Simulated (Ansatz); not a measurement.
Values for one crystal, relaxed and computed with the program Ansatz at the PBE level (PAW); other levels are named.

| Item | Result |
|---|---|
| Volume per atom | 14.70 Å³ |
| Electronic character | metallic (no gap) |
| Bulk modulus (Birch–Murnaghan fit) | 441 kbar |
| Density of states at the Fermi level | 0.48 states/eV per atom (mean over ±0.08 eV) |
| Pressure derivative B′ | 3.3 |

Q: Which compound is it?
A. Sn, diamond
B. Be, diamond
C. Mg, diamond
D. Ir, diamond

A: B, Be, diamond

Space group Fd-3m (diamond). The start of the workflow was typed in or built on a structure type; neither database checked (COD, Materials Project) lists it. It is not the phase usual at ambient conditions (space group No. 194). The PBE relaxation kept the symmetry of its start; its stability against distortions is not shown here.

Potentials: the earlier of the program's two PAW sets.
